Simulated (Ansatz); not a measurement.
Here is an unrelaxed guess for Ga3As2P.

```cif
data_structure
_symmetry_space_group_name_H-M 'P 1'
_symmetry_Int_Tables_number 1
_cell_length_a 3.8749
_cell_length_b 3.8749
_cell_length_c 9.4915
_cell_angle_alpha 90.000
_cell_angle_beta 90.000
_cell_angle_gamma 120.000
_cell_volume 123.42
loop_
_atom_site_label
_atom_site_type_symbol
_atom_site_fract_x
_atom_site_fract_y
_atom_site_fract_z
_atom_site_occupancy
Ga1 Ga 0.00000 0.00000 0.00000 1
Ga2 Ga 0.33333 0.66667 0.66667 1
Ga3 Ga 0.66667 0.33333 0.33333 1
P1 P 0.33333 0.66667 0.91667 1
As1 As 0.66667 0.33333 0.58333 1
As2 As 0.00000 0.00000 0.25000 1
```

Method: Ansatz 0.2.0, DFT PBE, scalar-relativistic, plane waves, PAW. Plane waves to 420 eV, a k mesh through Γ of 6×6×2 on the computed 6-atom cell and Gaussian smearing (0.10 eV); no spin polarisation.

Energies over the elements count from the elements' standard structures at the same level, with no fitted energy shifts. The references include black phosphorus.

Question: How far from equilibrium is it?

Answer: The pressure is 8.4 GPa (the mean over three directions, positive in compression), the largest force is 0.74 eV/Å, and the energy is −0.31 eV/atom against the elements. The shortest distance is 2.37 Å.

Question: How much does it gain on relaxing, and where does it end?

Answer: Relaxing gains about 0.06 eV/atom in 9 ionic steps and ends at −0.370 eV/atom on the finer mesh. The symmetry stays P3m1 (No. 156). The volume per atom grows by 10.5 %, from 20.6 to 22.7 Å³. The shortest distance goes from 2.37 Å (Ga–As and Ga–P) to 2.39 Å (Ga–P). Conventional cell: a = 4.005 Å, c = 9.815 Å. Ga on its first site has 3 P at 2.43 Å and 1 As at 2.49 Å; P has 4 Ga at 2.39–2.43 Å; As on its first site is surrounded by 4 Ga at 2.47–2.48 Å; 3 more sites not described.

The last run used a 12×12×4 mesh (in the run's order of axes) for its 6-atom cell and Gaussian smearing of 0.02 eV. The reference forms of As and P are held partly by dispersion forces, which this level lacks. The relaxation can't lower the symmetry of the start. Symmetry constrained the relaxation, so the result can be a saddle point.
